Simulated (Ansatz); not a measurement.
Hf₂N₂O:
```cif
data_Hf6N6O3
_chemical_formula_sum 'Hf6 N6 O3'
_space_group_name_H-M_alt 'P 1'
_space_group_IT_number 1
_cell_length_a 7.01132
_cell_length_b 7.01132
_cell_length_c 8.15122
_cell_angle_alpha 79.938
_cell_angle_beta 100.062
_cell_angle_gamma 153.195
loop_
_space_group_symop_operation_xyz
  'x, y, z'
loop_
_atom_site_label
_atom_site_type_symbol
_atom_site_fract_x
_atom_site_fract_y
_atom_site_fract_z
_atom_site_occupancy
Hf1 Hf 0.03110 0.96890 0.80819 1
Hf2 Hf 0.96890 0.03110 0.19181 1
Hf3 Hf 0.62996 0.37004 0.47465 1
Hf4 Hf 0.37004 0.62996 0.52535 1
Hf5 Hf 0.69505 0.30495 0.13132 1
Hf6 Hf 0.30495 0.69505 0.86868 1
N1 N 0.53659 0.46341 0.65682 1
N2 N 0.46341 0.53659 0.34318 1
N3 N 0.17198 0.82802 0.96379 1
N4 N 0.82802 0.17198 0.03621 1
N5 N 0.12586 0.87414 0.28527 1
N6 N 0.87414 0.12586 0.71473 1
O1 O 0.21107 0.78893 0.61717 1
O2 O 0.78893 0.21107 0.38283 1
O3 O 0.50000 0.50000 0.00000 1
```

Relaxed with r²SCAN. Plane-wave PAW r²SCAN (Ansatz code) gives a gap of 2.39 eV.

### Question
What gap does HSE06 give on the same cell (Ansatz, PAW)?

### Answer
3.11 eV, 0.72 eV more. The hybrid was solved on a coarser mesh and at special points; the gap given is the minimum over both.

Cost on shared cores: the r²SCAN run (SCF on a 9×9×4 mesh, then bands and DOS) very roughly 28 core-minutes, the HSE06 run (SCF on 5×5×2, then a few points) around 17 core-minutes (rough); the tasks are unlike.

Space group C2/m. The first step of the workflow began from a Materials Project structure, measured or hypothetical; the Crystallography Open Database copy checked does not list it. Whether it is the stable phase at ambient conditions was not checked. The cell was relaxed with r²SCAN under the symmetry of its start; its stability against distortions is not shown here. The run is not spin-polarised. Spin–orbit coupling is left out wherever it is not named.

Potentials: the later of the program's two PAW sets.
